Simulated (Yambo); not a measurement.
Yambo run on TlBr (CsCl type, space group Pm-3m, No. 221). The wavefunctions are PBE (stringent potentials; pw.x of Quantum ESPRESSO, ONCV potentials, no spin-orbit coupling) ones on a 4×4×4 mesh (19 occupied bands); a = b = c = 3.914 Å, α = β = γ = 90.00°.

Yambo input:

```
rim_cut
gw0
dyson
el_el_corr
HF_and_locXC
ppa
em1d
RandQpts= 1000000
RandGvec= 1 Ry
EXXRLvcs= 90.4 Ry
VXCRLvcs= 361.6 Ry
Chimod= "HARTREE"
% BndsRnXp
 10 | 284 |
%
NGsBlkXp= 15 Ry
% LongDrXp
 1.0 | 1.0 | 1.0 |
%
PPAPntXp= 27.2114 eV
% GbndRnge
 1 | 149 |
%
GTermKind= "BG"
DysSolver= "n"
ExtendOut
% QPkrange
 3 | 3 | 19 | 20 |
%
```

k points by index: 3 = X.

Table of the .qp output:

```
#    K-point    Band    Eo [eV]    E [eV]    E-Eo [eV]    Vxc [eV]    Vnlxc [eV]    Sc|Eo [eV]    Sc|E [eV]    dSc/dw|Eo [eV]    Re(Z)    Im(Z)
#
    3    19    0.000000    -1.616835    -1.616835    -15.05564    -18.27779    1.223343    1.605312    -6.428185    0.808908    -0.001246
    3    20    1.723569    1.733905    0.010335    -9.716073    -6.497589    -3.206033    -3.208148    -5.521773    0.831308    -0.001155
```
(The two width columns are left out.) Convergence of these settings isn't established.

Geometry relaxed with PBEsol.
